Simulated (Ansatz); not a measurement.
ZnSe in space group P-6m2 (No. 187; Zn on 1a, Se on 1f) under volume change, plane-wave PAW PBE (Ansatz code), shape and atoms relaxed at each volume.

```tsv
V (Å³/atom)	E − E(relaxed) (meV/atom)	P (GPa)
18.373	36.2	6.97
18.978	…	…
19.584	…	…
20.190	0.0	0.00
20.795	3.2	-1.64
21.401	12.0	-3.03
22.007	25.8	-4.23
```

Question: Fill in the missing entries.

Answer: 
- 19.584, E − E(relaxed) (meV/atom): 3.6
- 19.584, P (GPa): 1.95
- 18.978, E − E(relaxed) (meV/atom): 15.2
- 18.978, P (GPa): 4.24

Question: What does a third-order Birch–Murnaghan fit give for V₀, B₀ and B′?

Answer: V₀ = 20.19 Å³/atom, B₀ = 59.6 GPa, B′ = 4.5.

A made-up cell: these elements were put on the sites of a structure type; neither database checked (COD, Materials Project) lists it. It is not the phase usual at ambient conditions (space group No. 216). The PBE relaxation kept the symmetry of its start; its stability against distortions is not shown here.

Potentials: the later of the program's two PAW sets.
